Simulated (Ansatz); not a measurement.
## MgI2 and the effect of spin-orbit coupling

Space group P-3m1 (No. 164). a = 4.140 Å, b = 4.140 Å, c = 6.880 Å, α = 90.00°, β = 90.00°, γ = 120.00°
```tsv
atom	site	symmetry	x	y	z
I	2d	3m.	0.6667	0.3333	0.7500
Mg	1a	-3m.	0.0000	0.0000	0.0000
```

Kept alike: task band structure; functional PBEsol; k mesh 8 × 8 × 4; occupations fermi-dirac, width 0.05 eV. Program: Ansatz, Ansatz PAW, cutoff 420 eV. The mesh is that of the run's cell of 3 atoms.

| spin-orbit coupling | band gap (eV) |
| --- | --- |
| off | 3.408 |
| on | 3.049 |

Gaps are the smaller of the mesh's and the band path's. All rows use potentials made for PBE.

The band gap runs from 3.049 (on) to 3.408 eV (off). Spin-orbit coupling splits p and d bands at the edges, and the more so the heavier the atoms.
